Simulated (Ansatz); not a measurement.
Geometry optimisation in Ansatz: input, command and trajectory.

```yaml
crystal:
  lattice:
    - [3.6038056271, 0.0, 0.0]
    - [-1.8019028136, 3.1209872234, 0.0]
    - [0.0, 0.0, 3.8911522552]
  atoms:
    - { symbol: Hf, position: [0.3333333333, 0.6666666667, 0.5] }
    - { symbol: Hf, position: [0.6666666667, 0.3333333333, 0.5] }
    - { symbol: O, position: [0.0, 0.0, 0.0] }
basis:
  ecutwfc: 420
kpoints:
  mp_grid: { grid: [6, 6, 4] }
hamiltonian:
  xc: pbe
scf:
  occupations: { method: gaussian, width: 0.1 }
  lower_state_search: "off"
output:
  forces: true
  stress: true
  eigenvalues: true
relax:
  adjacent_minimum: "off"
  f_tol: 0.04
  max_steps: 70
  cell: { stress_tol: 0.4 }
```

```bash
ansatz run input.yaml --threads 1 --pin off --max-ram 2560MiB --backend cpu --events-out ev --progress --plain --runs-dir out
```

The calculation used Ansatz, DFT PBE, scalar-relativistic, plane waves, PAW.

Of 15 frames 10 are shown, positions in Å and forces in eV/Å; the SCF threshold varies from step to step. Steps run on the plane waves of an earlier cell, with a Pulay correction in the pressure. The basis is chosen afresh for the last frame, the zero of the energies, and at times for earlier ones too; energy and pressure step there, also at an unchanged geometry. Here that happened at steps 11 (-154 meV/atom, 8.8 GPa), 15 (-6 meV/atom, 0.1 GPa); the frames before carry an error of that size.

```xyz
3
Lattice="3.6038 0.0000 0.0000 -1.8019 3.1210 0.0000 0.0000 0.0000 3.8912" Properties=species:S:1:pos:R:3:forces:R:3 pbc="T T T" step=1 free_energy_over_end_meV_per_atom=2862.33 pressure_GPa=69.23
Hf    0.0000    2.0807    1.9456    0.0000    0.0000    0.0000
Hf    1.8019    1.0403    1.9456    0.0000    0.0000    0.0000
O     0.0000    0.0000    0.0000    0.0000    0.0000    0.0000
3
Lattice="3.9559 0.0000 0.0000 -1.9779 3.4259 0.0000 0.0000 0.0000 3.7315" Properties=species:S:1:pos:R:3:forces:R:3 pbc="T T T" step=3 free_energy_over_end_meV_per_atom=1466.33 pressure_GPa=23.11
Hf    0.0000    2.2839    1.8658    0.0000    0.0000    0.0000
Hf    1.9779    1.1420    1.8658    0.0000    0.0000    0.0000
O     0.0000    0.0000    0.0000    0.0000    0.0000    0.0000
3
Lattice="4.1171 0.0000 0.0000 -2.0586 3.5656 0.0000 0.0000 0.0000 3.5397" Properties=species:S:1:pos:R:3:forces:R:3 pbc="T T T" step=4 free_energy_over_end_meV_per_atom=1001.75 pressure_GPa=13.53
Hf    0.0000    2.3770    1.7698    0.0000    0.0000    0.0000
Hf    2.0586    1.1885    1.7698    0.0000    0.0000    0.0000
O     0.0000    0.0000    0.0000    0.0000    0.0000    0.0000
3
Lattice="4.3232 0.0000 0.0000 -2.1616 3.7440 0.0000 0.0000 0.0000 3.1570" Properties=species:S:1:pos:R:3:forces:R:3 pbc="T T T" step=6 free_energy_over_end_meV_per_atom=420.17 pressure_GPa=4.23
Hf    0.0000    2.4960    1.5785    0.0000    0.0000    0.0000
Hf    2.1616    1.2480    1.5785    0.0000    0.0000    0.0000
O     0.0000    0.0000    0.0000    0.0000    0.0000    0.0000
3
Lattice="4.5034 0.0000 0.0000 -2.2517 3.9001 0.0000 0.0000 0.0000 2.9661" Properties=species:S:1:pos:R:3:forces:R:3 pbc="T T T" step=7 free_energy_over_end_meV_per_atom=248.12 pressure_GPa=-4.27
Hf    0.0000    2.6000    1.4831    0.0000    0.0000    0.0000
Hf    2.2517    1.3000    1.4831    0.0000    0.0000    0.0000
O     0.0000    0.0000    0.0000    0.0000    0.0000    0.0000
3
Lattice="4.5035 0.0000 0.0000 -2.2518 3.9002 0.0000 0.0000 0.0000 2.8541" Properties=species:S:1:pos:R:3:forces:R:3 pbc="T T T" step=9 free_energy_over_end_meV_per_atom=221.23 pressure_GPa=-0.59
Hf    0.0000    2.6001    1.4270    0.0000    0.0000    0.0000
Hf    2.2518    1.3001    1.4270    0.0000    0.0000    0.0000
O     0.0000    0.0000    0.0000    0.0000    0.0000    0.0000
3
Lattice="4.4977 0.0000 0.0000 -2.2488 3.8951 0.0000 0.0000 0.0000 2.8502" Properties=species:S:1:pos:R:3:forces:R:3 pbc="T T T" step=10 free_energy_over_end_meV_per_atom=220.76 pressure_GPa=0.01
Hf    0.0000    2.5967    1.4251    0.0000    0.0000    0.0000
Hf    2.2488    1.2984    1.4251    0.0000    0.0000    0.0000
O     0.0000    0.0000    0.0000    0.0000    0.0000    0.0000
3
Lattice="4.6100 0.0000 0.0000 -2.3050 3.9924 0.0000 0.0000 0.0000 2.8510" Properties=species:S:1:pos:R:3:forces:R:3 pbc="T T T" step=12 free_energy_over_end_meV_per_atom=20.44 pressure_GPa=4.02
Hf    0.0000    2.6616    1.4255    0.0000    0.0000    0.0000
Hf    2.3050    1.3308    1.4255    0.0000    0.0000    0.0000
O     0.0000    0.0000    0.0000    0.0000    0.0000    0.0000
3
Lattice="4.7086 0.0000 0.0000 -2.3543 4.0778 0.0000 0.0000 0.0000 2.8515" Properties=species:S:1:pos:R:3:forces:R:3 pbc="T T T" step=13 free_energy_over_end_meV_per_atom=6.35 pressure_GPa=0.68
Hf    0.0000    2.7185    1.4257    0.0000    0.0000    0.0000
Hf    2.3543    1.3593    1.4257    0.0000    0.0000    0.0000
O     0.0000    0.0000    0.0000    0.0000    0.0000    0.0000
3
Lattice="4.7408 0.0000 0.0000 -2.3704 4.1056 0.0000 0.0000 0.0000 2.8412" Properties=species:S:1:pos:R:3:forces:R:3 pbc="T T T" step=15 free_energy_over_end_meV_per_atom=0.00 pressure_GPa=0.11
Hf    0.0000    2.7371    1.4206    0.0000    0.0000    0.0000
Hf    2.3704    1.3685    1.4206    0.0000    0.0000    0.0000
O     0.0000    0.0000    0.0000    0.0000    0.0000    0.0000
```

The start puts this composition into another compound's structure type, which needn't suit it. At the end the space group is P6/mmm (tolerance 0.05 Å).

The run took 65 s on 1 thread of Intel(R) Xeon(R) Platinum 8259CL CPU @ 2.50GHz (Skylake/Cascade Lake) (shared host), peak memory 0.41 GiB.

The k mesh is coarse. Spin–orbit coupling is left out, which can shift energies with elements as heavy as these.